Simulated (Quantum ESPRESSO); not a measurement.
Kohn-Sham bands of Li3Ga2 (R-3m)

```
Li3Ga2
1.0
   -2.15580     3.73395     0.00000
   -4.31159     0.00000     0.00000
   -2.15580     1.24465     4.56540
Li Ga
3 2
Direct
  0.40426   0.40426   0.78723
  0.59574   0.59574   0.21277
  0.00000   0.00000   0.00000
  0.79995   0.79995   0.60015
  0.20005   0.20005   0.39985
```

Structure: Materials Project mp-9568, symmetrised, not relaxed again. COD (Crystallography Open Database) has an entry of this formula and space group (matched by these alone). Method: PBEsol plane waves in Quantum ESPRESSO 7.5 (PseudoDojo norm-conserving files, 64 Ry, no spin polarisation, no spin-orbit coupling), Bloch states on a 6×6×6 mesh through Γ, Wannier90 4.0.1. Density: 12×12×12 mesh, cold smearing 0.01 Ry.

Energies are relative to the Fermi level; weights are on the orthonormalised atomic waves of the pseudopotential files, averaged over the group. 35 electrons a cell are treated as valence.

| bands | from (eV) | to (eV) | filling | weight on atomic waves |
|---|---|---|---|---|
| 1 | -45.73 | -45.72 | filled | … |
| 2–3 | -45.52 | -45.49 | filled | … |
| 4–13 | -14.80 | -14.40 | filled | … |

Question: Which atomic shells make up each group?

Answer: 
- 1, weight on atomic waves: Li 1s 98 %
- 2–3, weight on atomic waves: Li 1s 98 %
- 4–13, weight on atomic waves: Ga 3d 100 %

No gap over 0.05 eV opens at the Fermi level at this level of theory.
